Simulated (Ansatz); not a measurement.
## CaAlSiHO5 — Al-27 nuclear quadrupole resonance

Cell: a structure deposited in the COD, ions relaxed with PBE at fixed cell.

Space group P2_12_12_1 (No. 19); a = 5.6830, b = 7.0550, c = 8.5420 Å.

```csv
site,Wyckoff,site symmetry,x,y,z
Ca,4a,1,0.0292,0.3629,0.6647
Al,4a,1,0.7436,0.2609,0.9954
Si,4a,1,0.5122,0.6202,0.8105
H,4a,1,0.0197,0.5255,0.9933
O17,4a,1,0.4895,0.4287,0.9295
O21,4a,1,0.5739,0.7891,0.9334
O25,4a,1,0.2657,0.6482,0.7111
O29,4a,1,0.7433,0.6122,0.6933
O33,4a,1,0.0047,0.3976,0.9349
```

One atom of each set is listed.

The numbers come from a DFT calculation in Ansatz (PBE, plane waves and PAW, scalar-relativistic, 420 eV cutoff, Γ-centred 4×3×3 k-points, Fermi–Dirac smearing 0.02 eV).

Al-27: I = 5/2, Q = 146.6 mb (year-2017 value). Static lattice, zero field.

Question: At which frequencies do the Al-27 NQR lines lie?

Answer: For I = 5/2 and η = 0 the lines are 3|C_Q|/20 and twice that; η pulls their ratio below 2. At large η the states mix, and weaker lines appear at sums of the main ones; lines under 5 % of the strongest are left out.

```json
{"site": "Al", "atoms": "4", "V_zz (10²¹ V/m²)": "2.46", "C_Q (MHz)": "8.72", "η": "0.93", "line frequencies (MHz)": "2.20, 2.33, 4.54"}
```

The relaxation (8 steps) took 7.3 min of wall time (7.3 min of CPU time) and 0.9 GiB at its peak, on 1 thread of Arm Neoverse V1 (aarch64; 8 cores open to the job, memory cap 3.0 GiB, no GPU), a shared host with a load of 0.5 a core.
